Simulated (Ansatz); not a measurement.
NbNiAs:
```
CELL_PARAMETERS angstrom
      6.31616     0.00000     0.00000
      0.00000     3.69532     0.00000
      0.00000     0.00000     7.26568
ATOMIC_POSITIONS crystal
  Nb 0.01677 0.25000 0.16320
  Nb 0.98323 0.75000 0.83680
  Nb 0.48323 0.75000 0.66320
  Nb 0.51677 0.25000 0.33680
  Ni 0.16139 0.25000 0.57489
  Ni 0.83861 0.75000 0.42511
  Ni 0.33861 0.75000 0.07489
  Ni 0.66139 0.25000 0.92511
  As 0.79057 0.25000 0.61896
  As 0.20943 0.75000 0.38104
  As 0.70943 0.75000 0.11896
  As 0.29057 0.25000 0.88104
```

Relaxed with r²SCAN. Special points in fractions of this cell's reciprocal vectors: Γ (0.000, 0.000, 0.000); X (0.500, 0.000, 0.000); S (0.500, 0.500, 0.000); Y (0.000, 0.500, 0.000); Z (0.000, 0.000, 0.500); U (0.500, 0.000, 0.500); R (0.500, 0.500, 0.500); T (0.000, 0.500, 0.500).

Question: List the band energies nearest the Fermi level at these points for the program Ansatz at the r²SCAN level (PAW).

Answer: In eV from the Fermi level; about four levels below and three above (degenerate sets whole), none deeper than 8.9 eV; points with the same levels are listed once.

```json
[
 {"k": "Γ", "below": "-0.52 -0.37 -0.30 -0.08", "above": "0.19 0.32 0.38"},
 {"k": "X", "below": "-0.96 -0.96 -0.47 -0.47", "above": "0.32 0.32 1.25 1.25"},
 {"k": "S", "below": "-0.69 -0.69 -0.69 -0.69", "above": "1.09 1.09 1.09 1.09"},
 {"k": "Y", "below": "-0.81 -0.81 -0.01 -0.01", "above": "0.28 0.28 0.51 0.51"},
 {"k": "Z", "below": "-0.79 -0.79 -0.67 -0.67", "above": "0.52 0.52 0.78 0.78"},
 {"k": "U", "below": "-1.16 -1.16 -0.30 -0.30", "above": "0.56 0.56 0.87 0.87"},
 {"k": "R", "below": "-0.93 -0.93 -0.93 -0.93", "above": "1.05 1.05 1.05 1.05"},
 {"k": "T", "below": "-0.99 -0.99 -0.64 -0.64", "above": "0.94 0.94 1.25 1.25"}
]
```

Space group Pnma. The first step of the workflow began from a Materials Project structure, measured or hypothetical; the Crystallography Open Database copy checked does not list it. Whether it is the stable phase at ambient conditions was not checked. Symmetry was held in the r²SCAN relaxation; its stability against distortions is not shown here. No spin polarisation was allowed. Spin–orbit coupling is left out wherever it is not named.

Potentials: the later of the program's two PAW sets.
